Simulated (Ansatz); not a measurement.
SiO2 — electric field gradients

The cell is an entry of the Crystallography Open Database (COD), atoms as given.

```cif
data_SiO2
_symmetry_space_group_name_H-M 'P4_12_12'
_symmetry_Int_Tables_number 92
_cell_length_a 4.9790
_cell_length_b 4.9790
_cell_length_c 6.9500
_cell_angle_alpha 90.000
_cell_angle_beta 90.000
_cell_angle_gamma 90.000
loop_
_atom_site_label
_atom_site_type_symbol
_atom_site_symmetry_multiplicity
_atom_site_Wyckoff_symbol
_atom_site_fract_x
_atom_site_fract_y
_atom_site_fract_z
Si Si 4 a 0.3002 0.3002 0.0000
O O 8 b 0.2394 0.1049 0.1785
```

One atom of each set is listed.

Level of theory: DFT, PBE, plane waves and PAW, scalar-relativistic, 420 eV cutoff, Γ-centred 5×5×4 k-points, Fermi–Dirac smearing 0.02 eV (Ansatz 0.2.0).

C_Q = eQV_zz/h, which is 24.18 MHz for Q = 1 b and V_zz = 10²¹ V/m²; η = (V_xx − V_yy)/V_zz.

17O: I = 5/2, Q = -25.58 mb. Quadrupole moments are those of Pyykkö's year-2017 table.

```csv
site,atoms,first shell,"V_xx, V_yy, V_zz (10²¹ V/m²)",η,C_Q (MHz)
Si,4,4 O at 1.60–1.61 Å,"0.037, 0.28, -0.31",0.76,–
O,8,"2 Si at 1.60–1.61 Å, angle 146°","-3.97, -5.23, 9.20",0.14,-5.69
```

At O V_zz runs parallel to the line that joins its two neighbours (within 1°).

Si has no stable isotope with a ground-state quadrupole moment in the table, so no C_Q is given.

The calculated pressure of 6 GPa (PBE) comes largely from the unrelaxed atoms: it is 1.1 GPa once they are relaxed in the same cell. The largest force is 0.4 eV/Å, so the atoms aren't at the calculated equilibrium and relaxing them would move these values.

The run took 16 s of wall time (16 s of CPU time) and 0.4 GiB at its peak, on 1 thread of Arm Neoverse V2 (aarch64; 8 cores open to the job, memory cap 2.5 GiB, no GPU), a shared host with a load of 0.4 a core.
